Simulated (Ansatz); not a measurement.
Input:

Al:
```
CELL_PARAMETERS angstrom
     -1.59418     1.59418     1.59418
      1.59418    -1.59418     1.59418
      1.59418     1.59418    -1.59418
ATOMIC_POSITIONS crystal
  Al 0.00000 0.00000 0.00000
```

This is the r²SCAN-relaxed structure.

### Question
All from r²SCAN (plane waves, PAW; program Ansatz), unless another level is named. Estimate the bulk modulus (Birch–Murnaghan fit).

### Answer
81.5 GPa.

### Question
And the elastic constants (relaxed ions, GPa)?

### Answer
C11 = 58.0, C12 = 95.1, C44 = 56.0.

Space group Im-3m (bcc (W type)). The workflow started from a Materials Project entry (that database holds measured and hypothetical structures alike); the Crystallography Open Database copy checked does not list it. It is not the phase usual at ambient conditions (space group No. 225). The r²SCAN relaxation kept the symmetry of its start. At this level the phase is mechanically unstable. As this level gives no gap, shear constants depend on the k-mesh and smearing (Fermi–Dirac, 0.1 eV here).

Potentials: the later of the program's two PAW sets.
